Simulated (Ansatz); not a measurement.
Consider the following.

CuAu:
```xyz
2
Lattice="2.8795 0.0000 0.0000 0.0000 2.8795 0.0000 0.0000 0.0000 3.5045" Properties=species:S:1:pos:R:3 pbc="T T T"
Cu     1.4397     1.4397     1.7522
Au     0.0000     0.0000     0.0000
```

This is the r²SCAN-relaxed structure.

All from r²SCAN (plane waves, PAW; program Ansatz), unless another level is named. Give the highest zone-centre frequency.

193 cm⁻¹.

Give the bulk modulus (Birch–Murnaghan fit).

1580 kbar.

Space group P4/mmm (L1₀ or tetragonal B2). Its axis ratio c/a = 1.22 departs by over 6 % from that of the usual cell of this phase: another minimum, or an error of the functional. Symmetry was held in the r²SCAN relaxation; its stability against distortions is not shown here. No spin polarisation was allowed. As this level gives no gap, phonon frequencies hold no LO–TO term and depend on the k-mesh and smearing (Fermi–Dirac, 0.1 eV here). Scalar-relativistic: spin–orbit coupling is off unless named, which matters more the heavier the elements.

Potentials: the earlier of the program's two PAW sets.
